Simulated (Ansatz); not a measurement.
## A run on BAs with Co replacing B

```yaml
crystal:
  lattice:
    - [0.0, 7.1655, 7.1655]
    - [7.1655, 0.0, 7.1655]
    - [7.1655, 7.1655, 0.0]
  atoms:
    - { symbol: Co, position: [0.0, 0.0, 0.0], spin: 3.0 }
    - { symbol: B, position: [0.0, 0.0, 0.3333333333] }
    - { symbol: B, position: [0.0, 0.0, 0.6666666667] }
    - { symbol: B, position: [0.0, 0.3333333333, 0.0] }
    - { symbol: B, position: [0.0, 0.3333333333, 0.3333333333] }
    - { symbol: B, position: [0.0, 0.3333333333, 0.6666666667] }
    - { symbol: B, position: [0.0, 0.6666666667, 0.0] }
    - { symbol: B, position: [0.0, 0.6666666667, 0.3333333333] }
    - { symbol: B, position: [0.0, 0.6666666667, 0.6666666667] }
    - { symbol: B, position: [0.3333333333, 0.0, 0.0] }
    - { symbol: B, position: [0.3333333333, 0.0, 0.3333333333] }
    - { symbol: B, position: [0.3333333333, 0.0, 0.6666666667] }
    - { symbol: B, position: [0.3333333333, 0.3333333333, 0.0] }
    - { symbol: B, position: [0.3333333333, 0.3333333333, 0.3333333333] }
    - { symbol: B, position: [0.3333333333, 0.3333333333, 0.6666666667] }
    - { symbol: B, position: [0.3333333333, 0.6666666667, 0.0] }
    - { symbol: B, position: [0.3333333333, 0.6666666667, 0.3333333333] }
    - { symbol: B, position: [0.3333333333, 0.6666666667, 0.6666666667] }
    - { symbol: B, position: [0.6666666667, 0.0, 0.0] }
    - { symbol: B, position: [0.6666666667, 0.0, 0.3333333333] }
    - { symbol: B, position: [0.6666666667, 0.0, 0.6666666667] }
    - { symbol: B, position: [0.6666666667, 0.3333333333, 0.0] }
    - { symbol: B, position: [0.6666666667, 0.3333333333, 0.3333333333] }
    - { symbol: B, position: [0.6666666667, 0.3333333333, 0.6666666667] }
    - { symbol: B, position: [0.6666666667, 0.6666666667, 0.0] }
    - { symbol: B, position: [0.6666666667, 0.6666666667, 0.3333333333] }
    - { symbol: B, position: [0.6666666667, 0.6666666667, 0.6666666667] }
    - { symbol: As, position: [0.0833333333, 0.0833333333, 0.0833333333] }
    - { symbol: As, position: [0.0833333333, 0.0833333333, 0.4166666667] }
    - { symbol: As, position: [0.0833333333, 0.0833333333, 0.75] }
    - { symbol: As, position: [0.0833333333, 0.4166666667, 0.0833333333] }
    - { symbol: As, position: [0.0833333333, 0.4166666667, 0.4166666667] }
    - { symbol: As, position: [0.0833333333, 0.4166666667, 0.75] }
    - { symbol: As, position: [0.0833333333, 0.75, 0.0833333333] }
    - { symbol: As, position: [0.0833333333, 0.75, 0.4166666667] }
    - { symbol: As, position: [0.0833333333, 0.75, 0.75] }
    - { symbol: As, position: [0.4166666667, 0.0833333333, 0.0833333333] }
    - { symbol: As, position: [0.4166666667, 0.0833333333, 0.4166666667] }
    - { symbol: As, position: [0.4166666667, 0.0833333333, 0.75] }
    - { symbol: As, position: [0.4166666667, 0.4166666667, 0.0833333333] }
    - { symbol: As, position: [0.4166666667, 0.4166666667, 0.4166666667] }
    - { symbol: As, position: [0.4166666667, 0.4166666667, 0.75] }
    - { symbol: As, position: [0.4166666667, 0.75, 0.0833333333] }
    - { symbol: As, position: [0.4166666667, 0.75, 0.4166666667] }
    - { symbol: As, position: [0.4166666667, 0.75, 0.75] }
    - { symbol: As, position: [0.75, 0.0833333333, 0.0833333333] }
    - { symbol: As, position: [0.75, 0.0833333333, 0.4166666667] }
    - { symbol: As, position: [0.75, 0.0833333333, 0.75] }
    - { symbol: As, position: [0.75, 0.4166666667, 0.0833333333] }
    - { symbol: As, position: [0.75, 0.4166666667, 0.4166666667] }
    - { symbol: As, position: [0.75, 0.4166666667, 0.75] }
    - { symbol: As, position: [0.75, 0.75, 0.0833333333] }
    - { symbol: As, position: [0.75, 0.75, 0.4166666667] }
    - { symbol: As, position: [0.75, 0.75, 0.75] }
magnetization:
  spin_polarized: true
total_charge: -1
kpoints:
  mp_grid: { grid: [2, 2, 2] }
scf:
  occupations: { method: fermi_dirac, width: 0.3 }
  n_extra_bands: 0
  max_iter: 100
hamiltonian:
  xc: pbe
  pseudopotentials: { kind: paw }
output:
  forces: true
  stress: true
  populations: true
  efg:
    quadrupole_moments_barn: { Co: 0.42, B: 0.04059, As: 0.311 }
    contact_densities: true
```

```sh
ansatz run input.yaml --threads 4 --pin off --max-ram 10240MiB --backend cpu --events-out ev --progress --plain --runs-dir out
```

Question: What happens when this input is run?

Answer: The input was rejected before any iteration. The input holds no extra empty bands under a smearing of 0.3 eV. The program says:

```
Error: inconsistent input (scf.n_extra_bands): n_bands = 251 cannot host the net starting moment |Σ_I m_I| = 3.0000 μB: with N_el = 501 the majority spin channel must hold (N_el + |M|)/2 = 252.0000 electrons at no more than one per band — at least 252 bands (251 bands cap the reachable moment at 2·n_bands − N_el = 1.0000 μB); raise scf.n_extra_bands until at least 252 bands are solved (omitted, it auto-derives to 327)
```

Against a sound input the change was `scf.n_extra_bands`: not typed → 0; `scf.occupations`: {method: fermi_dirac, width: 0.01} → {method: fermi_dirac, width: 0.3}; `scf.max_iter`: not typed → 100.

With the sound settings the run converges and gives V_zz (10²¹ V/m²) B2 -0.17 (η 0.07), B5 0.045 (η 0.00), B9 0.044 (η 0.00), B15 0.022 (η 0.65), As28 -11.91 (η 0.00), As29 -1.13 (η 0.01), among others; a site carries the number of its first atom in the input. The defect repeats with the cell of 54 atoms, so it feels its images: sites between two images don't show the values beside a lone defect, and zeros or small values of η there can come from the images' arrangement. A uniform background compensates the cell's charge. The defect cell has no gap above 0.1 eV on its mesh, so the values can hang on the smearing and the k-mesh. The run lost most of its start moments on Co; a state with other moments may lie lower. The neighbours have not yet relaxed around the defect (largest force 2.5 eV/Å), so a real crystal will differ.
